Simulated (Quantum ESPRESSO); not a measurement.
## AuAl6Ti (input and log of a self-consistent run)

A calculation, not a measurement. The program is pw.x of Quantum ESPRESSO 7.5 (plane-wave density functional theory). The cell is made up: eight metal atoms on a face-centred cubic lattice, with elements, volume, strain and displacements drawn at random and not relaxed, so it may be unstable or far from any real phase. PseudoDojo standard norm-conserving files set the functional (PBE unless stated); there is no spin polarisation or spin-orbit coupling, the Fermi-Dirac width of 0.25 eV means electrons at about 2900 K, and the masses in the input are unused placeholders. Heavy elements are run without spin-orbit coupling, which real alloys of them have. A spin test at this wide smearing found no moment, but such smearing suppresses magnetism that the real alloy may have.

Input:

```
&control calculation='scf', pseudo_dir='./dojo.nc.sr.pbe.v0_5.standard.upf', outdir='./o', disk_io='minimal', tprnfor=.true., tstress=.true. /
&system ibrav=0, nat=8, ntyp=3, nbnd=34, ecutwfc=84.00895049, nosym=.true., tot_charge=0,
 occupations='smearing', smearing='fd', degauss=0.0183746611
/
&electrons conv_thr=1.470e-08, electron_maxstep=70, mixing_beta=0.5 /
ATOMIC_SPECIES
Al 1.0 Al.upf
Au 1.0 Au.upf
Ti 1.0 Ti.upf
CELL_PARAMETERS angstrom
-0.023 -0.0239 -4.0757
-4.1214 0.0278 -0.023
2.0166 8.1102 2.097
ATOMIC_POSITIONS angstrom
Au -0.0689 -0.1731 -0.0066
Al -2.0671 2.2807 -0.1224
Ti -0.2195 4.0862 0.0091
Al -2.134 6.176 0.1615
Al -1.9671 -0.1017 -2.0652
Al -0.0784 2.0294 -1.9621
Al -2.0795 4.0794 -1.963
Al -0.0231 6.1329 -1.8917
K_POINTS automatic
7 7 4 1 1 1
```

The log is shortened where brackets say so; the opening notice, blank lines, dates and the lines on written files are dropped, and the path of the files is cut. It prints rydbergs, bohrs and kilobars, and counts compression as positive stress. Its total energy is the free energy E - TS of the whole cell.

```
     Program PWSCF v.7.5
     Parallel version (MPI & OpenMP), running on       4 processor cores
     Number of MPI processes:                 4
     Threads/MPI process:                     1
     [start-up lines left out]
     bravais-lattice index     =            0
     lattice parameter (alat)  =       7.7022  a.u.
     unit-cell volume          =     919.4553 (a.u.)^3
     number of atoms/cell      =            8
     number of atomic types    =            3
     number of electrons       =        49.00
     number of Kohn-Sham states=           34
     kinetic-energy cutoff     =      84.0090  Ry
     charge density cutoff     =     336.0358  Ry
     scf convergence threshold =      1.5E-08
     mixing beta               =       0.5000
     number of iterations used =            8  plain     mixing
     Exchange-correlation= PBE
                           (   1   4   3   4   0   0   0)
     [axes and pseudopotential details left out]
   Cartesian axes
     site n.     atom                  positions (alat units)
         1        Au     tau(   1) = (  -0.0169045  -0.0424698  -0.0016193  )
         2        Al     tau(   2) = (  -0.5071599   0.5595663  -0.0300307  )
         3        Ti     tau(   3) = (  -0.0538540   1.0025430   0.0022327  )
         4        Al     tau(   4) = (  -0.5235737   1.5152723   0.0396238  )
         5        Al     tau(   5) = (  -0.4826250  -0.0249519  -0.5066937  )
         6        Al     tau(   6) = (  -0.0192353   0.4979102  -0.4813983  )
         7        Al     tau(   7) = (  -0.5102022   1.0008747  -0.4816191  )
         8        Al     tau(   8) = (  -0.0056676   1.5046978  -0.4641258  )
     number of k points=    98  Fermi-Dirac smearing, width (Ry)=  0.0184
                       cart. coord. in units 2pi/alat
        k(    1) = (  -0.0695739   0.0986366  -0.0716167), wk =   0.0204082
        k(    2) = (  -0.0687224   0.2242557  -0.0723582), wk =   0.0204082
     [further k points left out]
     Dense  grid:    95687 G-vectors     FFT dimensions: (  45,  45,  96)
     Estimated max dynamical RAM per process >     281.14 MB
     Estimated total dynamical RAM >       1.03 GB
     Initial potential from superposition of free atoms
     starting charge      48.9836, renormalised to      49.0000
     Starting wfcs are   44 randomized atomic wfcs
     total cpu time spent up to now is        7.2 secs
     per-process dynamical memory:   233.1 Mb
     Self-consistent Calculation
     iteration #  1     ecut=    84.01 Ry     beta= 0.50
     Davidson diagonalization with overlap
     ethr =  1.00E-02,  avg # of iterations =  4.0
     total cpu time spent up to now is       23.5 secs
     total energy              =    -440.90098432 Ry
     estimated scf accuracy    <       3.33659528 Ry
     iteration #  2     ecut=    84.01 Ry     beta= 0.50
     Davidson diagonalization with overlap
     ethr =  6.81E-03,  avg # of iterations =  4.7
     total cpu time spent up to now is       41.2 secs
     total energy              =    -440.77540826 Ry
     estimated scf accuracy    <      30.55337772 Ry
     iteration #  3     ecut=    84.01 Ry     beta= 0.50
     Davidson diagonalization with overlap
     ethr =  6.81E-03,  avg # of iterations =  4.4
     total cpu time spent up to now is       57.4 secs
     total energy              =    -442.88392904 Ry
     estimated scf accuracy    <       1.93209099 Ry
     iteration #  4     ecut=    84.01 Ry     beta= 0.50
     Davidson diagonalization with overlap
     ethr =  3.94E-03,  avg # of iterations =  4.7
     total cpu time spent up to now is       72.3 secs
     total energy              =    -442.87117136 Ry
     estimated scf accuracy    <       0.60512014 Ry
     iteration #  5     ecut=    84.01 Ry     beta= 0.50
     Davidson diagonalization with overlap
     ethr =  1.23E-03,  avg # of iterations =  8.1
     total cpu time spent up to now is       94.1 secs
     total energy              =    -442.99471722 Ry
     estimated scf accuracy    <       0.32026994 Ry
     [iterations 6 to 8 left out]
     iteration #  9     ecut=    84.01 Ry     beta= 0.50
     Davidson diagonalization with overlap
     ethr =  1.72E-05,  avg # of iterations =  1.3
     total cpu time spent up to now is      156.7 secs
     total energy              =    -443.02524556 Ry
     estimated scf accuracy    <       0.00074783 Ry
     iteration # 10     ecut=    84.01 Ry     beta= 0.50
     Davidson diagonalization with overlap
     ethr =  1.53E-06,  avg # of iterations =  7.2
     total cpu time spent up to now is      172.0 secs
     total energy              =    -443.02527774 Ry
     estimated scf accuracy    <       0.00008732 Ry
     iteration # 11     ecut=    84.01 Ry     beta= 0.50
     Davidson diagonalization with overlap
     ethr =  1.78E-07,  avg # of iterations =  3.3
     total cpu time spent up to now is      185.1 secs
     total energy              =    -443.02528657 Ry
     estimated scf accuracy    <       0.00000827 Ry
     iteration # 12     ecut=    84.01 Ry     beta= 0.50
     Davidson diagonalization with overlap
     ethr =  1.69E-08,  avg # of iterations =  4.7
     total cpu time spent up to now is      200.3 secs
     total energy              =    -443.02528798 Ry
     estimated scf accuracy    <       0.00000885 Ry
     iteration # 13     ecut=    84.01 Ry     beta= 0.50
     Davidson diagonalization with overlap
     ethr =  1.69E-08,  avg # of iterations =  2.0
     total cpu time spent up to now is      212.7 secs
     End of self-consistent calculation
     [lines on levels left out]
!    total energy              =    -443.02528881 Ry
     estimated scf accuracy    <          8.4E-09 Ry
     smearing contrib. (-TS)   =      -0.06689490 Ry
     internal energy E=F+TS    =    -442.95839391 Ry
     The total energy is F=E-TS. E is the sum of the following terms:
     one-electron contribution =    -254.52911413 Ry
     hartree contribution      =     142.92118762 Ry
     xc contribution           =     -82.54030115 Ry
     ewald contribution        =    -248.81016625 Ry
     convergence has been achieved in  13 iterations
     Forces acting on atoms (cartesian axes, Ry/au):
     atom    1 type  2   force =     0.01935673    0.02105348    0.00755141
     atom    2 type  1   force =    -0.02903334   -0.04904055    0.03434094
     atom    3 type  3   force =     0.05206789    0.02797280    0.01617844
     atom    4 type  1   force =     0.01450429   -0.03050710   -0.01785222
     atom    5 type  1   force =    -0.02196200    0.04435760    0.00928741
     atom    6 type  1   force =     0.00905693   -0.00263444   -0.01575848
     atom    7 type  1   force =    -0.02490949    0.01306761   -0.02438957
     atom    8 type  1   force =    -0.01908101   -0.02426940   -0.00935792
     Total force =     0.125767     Total SCF correction =     0.000312
     Computing stress (Cartesian axis) and pressure
          total   stress  (Ry/bohr**3)                   (kbar)     P=      -11.67
  -0.00020960   0.00005129  -0.00001081          -30.83        7.55       -1.59
   0.00005129   0.00014471  -0.00008407            7.55       21.29      -12.37
  -0.00001081  -0.00008407  -0.00017307           -1.59      -12.37      -25.46
     init_run     :      6.66s CPU      6.97s WALL (       1 calls)
     electrons    :    204.80s CPU    205.56s WALL (       1 calls)
     forces       :      2.28s CPU      2.30s WALL (       1 calls)
     stress       :      8.84s CPU      8.84s WALL (       1 calls)
     [timing details left out]
     PWSCF        :   3m42.79s CPU   3m43.95s WALL
     JOB DONE.
```

In other units: free energy -6027.666 eV for the cell, pressure -1.17 GPa, largest force component 1.339 eV/Å in size. The run took 226 s of wall time with four MPI processes on a shared machine (Intel Xeon, older, virtual cores), so the time is rough. A rerun of this cell at a higher cutoff and on a denser mesh moved values by no more than 0.002 eV in energy, 0.06 GPa in stress and 0.008 eV/Å in force, and a second program with other atomic files agreed on that cell to 2 % rms in force and 0.5 GPa in pressure.